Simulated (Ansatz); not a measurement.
SrCd₂Ge₂:
```
CELL_PARAMETERS angstrom
     -2.22684     2.22684     5.85428
      2.22684    -2.22684     5.85428
      2.22684     2.22684    -5.85428
ATOMIC_POSITIONS crystal
  Sr 0.00000 0.00000 0.00000
  Ge 0.39205 0.39205 0.00000
  Ge 0.60795 0.60795 0.00000
  Cd 0.75000 0.25000 0.50000
  Cd 0.25000 0.75000 0.50000
```

Relaxed with PBEsol. Special points in fractions of this cell's reciprocal vectors: Γ (0.000, 0.000, 0.000); X (0.000, 0.000, 0.500); P (0.250, 0.250, 0.250); N (0.000, 0.500, 0.000); M (0.500, 0.500, -0.500); S (0.286, 0.714, -0.286); S0 (-0.286, 0.286, 0.286); R (-0.072, 0.072, 0.500); G (0.500, 0.500, -0.072).

Task: List the band energies nearest the Fermi level at these points for plane-wave PAW PBEsol with spin–orbit coupling (Ansatz code).

Result: In eV from the Fermi level; about four levels below and three above (degenerate sets whole), none deeper than 8.9 eV; points with the same levels are listed once.

```csv
k,below,above
Γ,-0.42 -0.42 -0.28 -0.28,0.31 0.31 0.81 0.81
X,-2.02 -2.02 -0.02 -0.02,1.54 1.54 1.58 1.58
P,-2.44 -2.44 -0.59 -0.59,2.54 2.54 2.57 2.57
N,-1.21 -1.21 -0.38 -0.38,0.50 0.50 1.62 1.62
M,-1.09 -1.09 -0.41 -0.41,0.62 0.62 1.01 1.01
S,-2.35 -2.35 -1.60 -1.60,0.83 0.83 1.11 1.11
R,-2.80 -2.80 -1.92 -1.92,0.01 0.01 1.59 1.59
```

Space group I4/mmm. The workflow started from an entry of the Crystallography Open Database (COD). Its standing as an ambient phase is unchecked. The PBEsol relaxation kept the symmetry of its start; whether a distortion lowers the energy is not shown.

Potentials: the later of the program's two PAW sets.
